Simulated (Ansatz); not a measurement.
Structures of CaTa2: which is lowest?

Plane-wave DFT in Ansatz with scalar-relativistic PAW potentials, cutoff 420 eV, Γ-centred meshes chosen by cell and gap, Gaussian smearing with energies taken to zero width. Every cell was relaxed (cell and atoms) in a run of its own, within the symmetry of its start. Functional: PBE.

Relaxed structures (starts from databases or built by putting these elements on another compound's sites):
A. P6_3/mmc, 6 atoms in the computed cell, a = 3.320 Å, c = 14.797 Å; sites (symmetry × multiplicity) Ca -6m2 × 2, Ta 3m. × 4; start: built
B. P6/mmm, 3 atoms in the computed cell, a = 4.961 Å, c = 3.023 Å; sites (symmetry × multiplicity) Ca 6/mmm × 1, Ta -6m2 × 2; start: built
C. Fd-3m, 6 atoms in the computed cell, a = 8.201 Å; sites (symmetry × multiplicity) Ca -43m × 8, Ta .-3m × 16; start: built

**Question.** Rank them by energy. Could pressure change the order?

**Answer.**
```tsv
structure	group	E − E(lowest) (meV/atom)	V (Å³/atom)	gap on mesh (eV)
C	Fd-3m	0.0	22.98	0.00
B	P6/mmm	94	21.48	0.00
A	P6_3/mmc	152	23.54	0.00
```

C is lowest, 94 meV/atom under B. B is denser by 1.50 Å³/atom, so pressure favours it: ΔE/ΔV, with ΔE in eV and 1 eV/Å³ = 160.2 GPa, gives about 10 GPa for equal enthalpy if both cells were rigid, a rough figure since the two compress differently. Other structures may lie lower than all of these, and vibrations aren't counted.

Spin-orbit coupling is left out, which matters for the bands of heavy elements.